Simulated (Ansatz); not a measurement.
This cell of Mo (bcc, W type) is off equilibrium:

```
Mo
1.0
   -3.15088     3.15088     3.15088
    1.57544    -1.57544     1.57544
    1.57544     1.57544    -1.57544
Mo
2
Direct
  0.03030   0.06059   0.12118
  0.50000   0.00000   0.00000
```

These are r2SCAN (plane waves to 500 eV, PAW, scalar-relativistic; Ansatz, a first-principles code) values and carry that method's errors. k mesh 17×17×17 (Γ-centred), Fermi-Dirac smearing 0.05 eV. Energies are smeared free energies. Stress and pressure are positive under compression. With partly filled bands, energies and forces of such displacements shift with the k mesh and the smearing. On this mesh the relaxed cell isn't quite at rest: it carries a pressure of 0.1 GPa (compression positive) at the zero of the scan. Mo is run without spin polarisation. Mo was relaxed with its symmetry unable to fall. The PAW data are Ansatz's earlier set.

### Question
Predict the force on every atom, in eV/Å.

### Answer
```
atom      Fx      Fy      Fz
----  ------  ------  ------
Mo1   -0.824  -1.921  -0.556
Mo2    0.824   1.921   0.556
```

### Question
Give the stress tensor in GPa and the pressure.

### Answer
```
    3.4      0.3      0.6
    0.3      7.4      2.4
    0.6      2.4      1.6
```
The pressure, a third of the trace, is 4.1 GPa.

### Question
In it atom 1 sits (0.191, 0.191, 0.000) Å away from its relaxed site. What is its energy relative to the relaxed cell?

### Answer
256 meV/cell.

(A displaced cell: forces are minus the slopes of the energy, force constants its curvatures, and phonons follow from these.)
